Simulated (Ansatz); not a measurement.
BN:
```
BN
1.0
    0.00000     1.79028     1.79028
    1.79028     0.00000     1.79028
    1.79028     1.79028     0.00000
N B
1 1
Direct
  0.75000   0.75000   0.75000
  0.00000   0.00000   0.00000
```

Cartesian axes are those of the cell as given.

Q: Give the proper piezoelectric stress tensor with relaxed ions from plane-wave PAW LDA (Ansatz code).

A: In C/m², rows x, y, z, Voigt columns; mesh uncertainty up to 0.00.
```
0.00  0.00  0.00  0.72  0.00  0.00
0.00  0.00  0.00  0.00  0.72  0.00
0.00  0.00  0.00  0.00  0.00  0.72
```

The elastic tensor of the same run (GPa):

```
824  191  191  0.0  0.0  0.0
191  824  191  0.0  0.0  0.0
191  191  824  0.0  0.0  0.0
0.0  0.0  0.0  475  0.0  0.0
0.0  0.0  0.0  0.0  475  0.0
0.0  0.0  0.0  0.0  0.0  475
```

Q: Convert to strain constants d = e·S.

A: In pC/N:
```
0.0  0.0  0.0  1.5  0.0  0.0
0.0  0.0  0.0  0.0  1.5  0.0
0.0  0.0  0.0  0.0  0.0  1.5
```

Space group F-43m (zinc blende). The cell was relaxed with LDA under the symmetry of its start; phonons on a q-mesh show no instability.

Potentials: the later of the program's two PAW sets.
